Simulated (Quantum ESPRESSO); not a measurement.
# Al4O4FN: finding a planted mistake in a log

Simulated, not a measurement. The program is pw.x of Quantum ESPRESSO 7.5 (plane-wave density functional theory). The cell is made up: 10 atoms on a corundum lattice, with randomly drawn elements, strain and displacements, not relaxed. PseudoDojo standard norm-conserving files (v0.5 for PBE, v0.4.1 for LDA and PBEsol) set the functional; there is no spin polarisation, spin-orbit coupling or dispersion term, and the masses in the input are unused placeholders.

Intended input:

```
&control calculation='scf', pseudo_dir='./dojo.nc.sr.pbe.v0_5.standard.upf', outdir='./o', disk_io='medium', tprnfor=.true., tstress=.true. /
&system ibrav=0, nat=10, ntyp=4, nbnd=30, ecutwfc=84.00895049, nosym=.true., tot_charge=0,
 occupations='smearing', smearing='fd', degauss=0.0018374661
/
&electrons conv_thr=7.350e-09, electron_maxstep=60, /
ATOMIC_SPECIES
Al 1.0 Al.upf
F 1.0 F.upf
N 1.0 N.upf
O 1.0 O.upf
CELL_PARAMETERS angstrom
2.405 1.4168 4.3193
-2.5487 1.4177 4.398
-0.0711 -2.8525 4.3644
ATOMIC_POSITIONS angstrom
Al -0.0611 -0.1146 4.7096
Al -0.0791 -0.0553 1.8993
Al -0.0571 0.0265 8.539
Al -0.1684 0.0465 11.175
O -1.003 1.3073 7.7498
F -0.89 -1.6513 7.6319
O 1.5892 0.1685 7.5856
O 0.809 -1.4902 5.5496
O 0.7036 1.4446 5.3949
N -1.6791 -0.1125 5.4681
K_POINTS automatic
5 5 5 1 1 1
```

The log is shortened where brackets say so; the opening notice, blank lines, dates and the lines on written files are dropped, and the path of the files is cut. It prints rydbergs, bohrs and kilobars, and counts compression as positive stress. Where no state is partly filled, the Fermi energy that it prints is only some level between the filled and the empty states on the mesh, and need not lie in the true gap.

Log of the intended run:

```
     Program PWSCF v.7.5
     Parallel version (MPI & OpenMP), running on       1 processor cores
     Number of MPI processes:                 1
     Threads/MPI process:                     1
     [start-up lines left out]
     bravais-lattice index     =            0
     lattice parameter (alat)  =       9.7184  a.u.
     unit-cell volume          =     622.2395 (a.u.)^3
     number of atoms/cell      =           10
     number of atomic types    =            4
     number of electrons       =        48.00
     number of Kohn-Sham states=           30
     kinetic-energy cutoff     =      84.0090  Ry
     charge density cutoff     =     336.0358  Ry
     scf convergence threshold =      7.3E-09
     mixing beta               =       0.7000
     number of iterations used =            8  plain     mixing
     Exchange-correlation= PBE
                           (   1   4   3   4   0   0   0)
     [axes and pseudopotential details left out]
   Cartesian axes
     site n.     atom                  positions (alat units)
         1        Al     tau(   1) = (  -0.0118808  -0.0222839   0.9157777  )
         2        Al     tau(   2) = (  -0.0153809  -0.0107530   0.3693173  )
         3        Al     tau(   3) = (  -0.0111030   0.0051529   1.6604013  )
         4        Al     tau(   4) = (  -0.0327452   0.0090419   2.1729692  )
         5        O      tau(   5) = (  -0.1950325   0.2542034   1.5069420  )
         6        F      tau(   6) = (  -0.1730597  -0.3210939   1.4840165  )
         7        O      tau(   7) = (   0.3090186   0.0327647   1.4750135  )
         8        O      tau(   8) = (   0.1573094  -0.2897681   1.0791150  )
         9        O      tau(   9) = (   0.1368144   0.2809012   1.0490337  )
        10        N      tau(  10) = (  -0.3264996  -0.0218755   1.0632674  )
     number of k points=    63  Fermi-Dirac smearing, width (Ry)=  0.0018
                       cart. coord. in units 2pi/alat
        k(    1) = (   0.0018742   0.0001592   0.1179683), wk =   0.0320000
        k(    2) = (   0.0030746  -0.2406266   0.1962815), wk =   0.0320000
     [further k points left out]
     Dense  grid:    64731 G-vectors     FFT dimensions: (  60,  60,  60)
     Estimated max dynamical RAM per process >      90.21 MB
     Initial potential from superposition of free atoms
     starting charge      47.9902, renormalised to      48.0000
     Starting wfcs are   40 randomized atomic wfcs
     total cpu time spent up to now is       11.5 secs
     per-process dynamical memory:    59.6 Mb
     Self-consistent Calculation
     iteration #  1     ecut=    84.01 Ry     beta= 0.70
     Davidson diagonalization with overlap
     ethr =  1.00E-02,  avg # of iterations =  3.3
     total cpu time spent up to now is       34.7 secs
     total energy              =    -220.90461095 Ry
     estimated scf accuracy    <       2.35588405 Ry
     iteration #  2     ecut=    84.01 Ry     beta= 0.70
     Davidson diagonalization with overlap
     ethr =  4.91E-03,  avg # of iterations =  2.3
     total cpu time spent up to now is       58.1 secs
     total energy              =    -221.56548546 Ry
     estimated scf accuracy    <       1.76272247 Ry
     [iterations 3 to 11 left out]
     iteration # 12     ecut=    84.01 Ry     beta= 0.70
     Davidson diagonalization with overlap
     ethr =  1.10E-10,  avg # of iterations =  2.0
     total cpu time spent up to now is      280.5 secs
     total energy              =    -221.89544405 Ry
     estimated scf accuracy    <       0.00000002 Ry
     iteration # 13     ecut=    84.01 Ry     beta= 0.70
     Davidson diagonalization with overlap
     ethr =  4.64E-11,  avg # of iterations =  2.0
     total cpu time spent up to now is      298.3 secs
     End of self-consistent calculation
     [lines on levels left out]
     the Fermi energy is    10.1284 ev
!    total energy              =    -221.89544406 Ry
     estimated scf accuracy    <          1.6E-09 Ry
     smearing contrib. (-TS)   =       0.00000000 Ry
     internal energy E=F+TS    =    -221.89544406 Ry
     The total energy is F=E-TS. E is the sum of the following terms:
     one-electron contribution =     -46.99510704 Ry
     hartree contribution      =      57.54963224 Ry
     xc contribution           =     -60.37763697 Ry
     ewald contribution        =    -172.07233229 Ry
     convergence has been achieved in  13 iterations
     Forces acting on atoms (cartesian axes, Ry/au):
     atom    1 type  1   force =     0.04861499   -0.01883238    0.02946889
     atom    2 type  1   force =     0.08484297   -0.07865573   -0.05762403
     atom    3 type  1   force =     0.05252216    0.04579048    0.05790991
     atom    4 type  1   force =    -0.06238536   -0.00105141   -0.06229805
     atom    5 type  4   force =    -0.06124246    0.07036556   -0.04573460
     atom    6 type  2   force =     0.01429929    0.04059551    0.01682890
     atom    7 type  4   force =     0.01751472   -0.04585483   -0.00034736
     atom    8 type  4   force =     0.04213798   -0.01037823   -0.00045761
     atom    9 type  4   force =    -0.03227403    0.04034319   -0.01173524
     atom   10 type  3   force =    -0.10403027   -0.04232216    0.07398919
     Total force =     0.272749     Total SCF correction =     0.000012
     Computing stress (Cartesian axis) and pressure
          total   stress  (Ry/bohr**3)                   (kbar)     P=       -9.56
  -0.00015474  -0.00030615   0.00046948          -22.76      -45.04       69.06
  -0.00030615  -0.00031675   0.00024615          -45.04      -46.59       36.21
   0.00046948   0.00024615   0.00027642           69.06       36.21       40.66
     init_run     :     10.62s CPU     11.38s WALL (       1 calls)
     electrons    :    277.40s CPU    286.80s WALL (       1 calls)
     forces       :      2.99s CPU      3.03s WALL (       1 calls)
     stress       :     11.38s CPU     11.43s WALL (       1 calls)
     [timing details left out]
     PWSCF        :   5m 2.55s CPU   5m13.00s WALL
     JOB DONE.
```

A second run was made from an input with one planted mistake. Its log:

```
     Program PWSCF v.7.5
     Parallel version (MPI & OpenMP), running on       1 processor cores
     Number of MPI processes:                 1
     Threads/MPI process:                     1
     [start-up lines left out]
     bravais-lattice index     =            0
     lattice parameter (alat)  =       9.7184  a.u.
     unit-cell volume          =     622.2395 (a.u.)^3
     number of atoms/cell      =           10
     number of atomic types    =            4
     number of electrons       =        48.00
     number of Kohn-Sham states=           30
     kinetic-energy cutoff     =      84.0090  Ry
     charge density cutoff     =     336.0358  Ry
     scf convergence threshold =      7.3E-09
     mixing beta               =       0.7000
     number of iterations used =            8  plain     mixing
     Exchange-correlation= PBE
                           (   1   4   3   4   0   0   0)
     [axes and pseudopotential details left out]
   Cartesian axes
     site n.     atom                  positions (alat units)
         1        Al     tau(   1) = (  -0.0118808  -0.0222839   0.9157777  )
         2        Al     tau(   2) = (  -0.0153809  -0.0107530   0.3693173  )
         3        Al     tau(   3) = (  -0.0111030   0.0051529   1.6604013  )
         4        Al     tau(   4) = (  -0.0327452   0.0090419   2.1729692  )
         5        O      tau(   5) = (  -0.1950325   0.2542034   1.5069420  )
         6        F      tau(   6) = (  -0.1730597  -0.3210939   1.4840165  )
         7        O      tau(   7) = (   0.3090186   0.0327647   1.4750135  )
         8        O      tau(   8) = (   0.1573094  -0.2897681   1.0791150  )
         9        O      tau(   9) = (   0.1368144   0.2809012   1.0490337  )
        10        N      tau(  10) = (  -0.3264996  -0.0218755   1.0632674  )
     number of k points=     1  Fermi-Dirac smearing, width (Ry)=  0.0018
                       cart. coord. in units 2pi/alat
        k(    1) = (  -0.0093710  -0.0007960  -0.5898413), wk =   2.0000000
     Dense  grid:    64731 G-vectors     FFT dimensions: (  60,  60,  60)
     Estimated max dynamical RAM per process >      90.21 MB
     Initial potential from superposition of free atoms
     starting charge      47.9902, renormalised to      48.0000
     Starting wfcs are   40 randomized atomic wfcs
     total cpu time spent up to now is        1.4 secs
     per-process dynamical memory:    69.9 Mb
     Self-consistent Calculation
     iteration #  1     ecut=    84.01 Ry     beta= 0.70
     Davidson diagonalization with overlap
     ethr =  1.00E-02,  avg # of iterations =  3.0
     total cpu time spent up to now is        1.9 secs
     total energy              =    -221.09003457 Ry
     estimated scf accuracy    <       2.22079759 Ry
     iteration #  2     ecut=    84.01 Ry     beta= 0.70
     Davidson diagonalization with overlap
     ethr =  4.63E-03,  avg # of iterations =  3.0
     total cpu time spent up to now is        2.3 secs
     total energy              =    -221.71236706 Ry
     estimated scf accuracy    <       1.69682168 Ry
     [iterations 3 to 11 left out]
     iteration # 12     ecut=    84.01 Ry     beta= 0.70
     Davidson diagonalization with overlap
     ethr =  1.14E-10,  avg # of iterations =  2.0
     total cpu time spent up to now is        6.3 secs
     total energy              =    -222.02779445 Ry
     estimated scf accuracy    <       0.00000001 Ry
     iteration # 13     ecut=    84.01 Ry     beta= 0.70
     Davidson diagonalization with overlap
     ethr =  2.70E-11,  avg # of iterations =  2.0
     total cpu time spent up to now is        6.7 secs
     End of self-consistent calculation
     [lines on levels left out]
     the Fermi energy is    11.0771 ev
!    total energy              =    -222.02779445 Ry
     estimated scf accuracy    <          1.1E-09 Ry
     smearing contrib. (-TS)   =       0.00000000 Ry
     internal energy E=F+TS    =    -222.02779445 Ry
     The total energy is F=E-TS. E is the sum of the following terms:
     one-electron contribution =     -46.89545051 Ry
     hartree contribution      =      57.23001679 Ry
     xc contribution           =     -60.29002844 Ry
     ewald contribution        =    -172.07233229 Ry
     convergence has been achieved in  13 iterations
     Forces acting on atoms (cartesian axes, Ry/au):
     atom    1 type  1   force =     0.05523826   -0.01422401    0.02463139
     atom    2 type  1   force =     0.08600281   -0.07936906   -0.05511168
     atom    3 type  1   force =     0.04878442    0.04497627    0.05403191
     atom    4 type  1   force =    -0.06782860   -0.00164903   -0.05827408
     atom    5 type  4   force =    -0.06448696    0.07591834   -0.03726054
     atom    6 type  2   force =     0.01635940    0.04475747    0.01219960
     atom    7 type  4   force =     0.02025665   -0.05834911    0.00298261
     atom    8 type  4   force =     0.05355210   -0.00749275    0.00437640
     atom    9 type  4   force =    -0.02626723    0.02745284   -0.01225250
     atom   10 type  3   force =    -0.12161086   -0.03202096    0.06467689
     Total force =     0.279291     Total SCF correction =     0.000012
     Computing stress (Cartesian axis) and pressure
          total   stress  (Ry/bohr**3)                   (kbar)     P=      -46.11
  -0.00046989  -0.00029513   0.00048878          -69.12      -43.41       71.90
  -0.00029513  -0.00056597   0.00023628          -43.41      -83.26       34.76
   0.00048878   0.00023628   0.00009552           71.90       34.76       14.05
     init_run     :      1.32s CPU      1.38s WALL (       1 calls)
     electrons    :      5.04s CPU      5.26s WALL (       1 calls)
     forces       :      0.22s CPU      0.24s WALL (       1 calls)
     stress       :      0.55s CPU      0.56s WALL (       1 calls)
     [timing details left out]
     PWSCF        :      7.19s CPU      7.55s WALL
     JOB DONE.
```

Question: what was wrong in the second input?

Answer: the k-point mesh is too coarse. The input lines that differ, file-writing options aside:

```
- 5 5 5 1 1 1
+ 1 1 1 1 1 1
```

|  | intended run | run with the mistake |
| --- | --- | --- |
| free energy (eV) | -3019.041 | -3020.842 |
| smearing term -TS (eV) | 0.0000 | 0.0000 |
| pressure (GPa) | -0.96 | -4.61 |
| largest force component (eV/Å) | 2.675 | 3.127 |
| largest change of a force component (eV/Å) |  | 0.452 |
| iterations | 13 | 13 |

For scale, a rerun of the intended cell at a cutoff of 1437 eV and k mesh 7 x 7 x 7 moved values by no more than 0.003 eV in energy, 0.02 GPa in stress and 0.002 eV/Å in force.